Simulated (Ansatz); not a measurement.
A geometry of Pb away from equilibrium: the start of the relaxation of a generated trial cell of Pb in the AFLOW prototype A_oP8_62_2c (A_c). The numbers are results of PBE (plane waves to 420 eV, PAW, scalar-relativistic; Ansatz, a quantum-chemistry and plane-wave program), not measurements. Γ-centred k-mesh 4×6×6 on the run's cell (coarser than for final values), Fermi–Dirac smearing 0.05 eV.

```xyz
8
Lattice="8.0547 0.0000 0.0000 0.0000 5.7095 0.0000 0.0000 0.0000 5.9077" Properties=species:S:1:pos:R:3 pbc="T T T"
Pb     3.7374     1.4274     1.7251
Pb     7.7647     1.4274     1.2288
Pb     4.3173     4.2821     4.1827
Pb     0.2900     4.2821     4.6789
Pb     1.4579     1.4274     3.8873
Pb     5.4852     1.4274     4.9743
Pb     6.5968     4.2821     2.0204
Pb     2.5694     4.2821     0.9334
```

Problem. Give the Cartesian forces on all atoms (eV/Å).

Solution. 
| atom | Fx | Fy | Fz |
|---|---|---|---|
| Pb1 | 0.35 | 0.00 | 0.19 |
| Pb2 | 0.35 | 0.00 | -0.19 |
| Pb3 | -0.35 | 0.00 | -0.19 |
| Pb4 | -0.35 | 0.00 | 0.19 |
| Pb5 | 0.13 | 0.00 | 0.43 |
| Pb6 | 0.13 | 0.00 | -0.43 |
| Pb7 | -0.13 | 0.00 | -0.43 |
| Pb8 | -0.13 | 0.00 | 0.43 |

Problem. What is the pressure?

Solution. +0.9 GPa, compression positive.

Problem. How far above the relaxed end point is this geometry?

Solution. about 0.17 eV/atom; the path ends in I4/mmm (No. 139) (AFLOW prototype A_tI2_139_a (A_a)).

No spin polarisation in the result.

The run could not lose the symmetry of its start, so the end can be a saddle point.

The end of the path is a generated cell of Pb: the first start was made by placing the elements on the sites of a structure type, and the end was not matched to a known phase here, so it may be hypothetical. Known forms of Pb include space group No. 225.
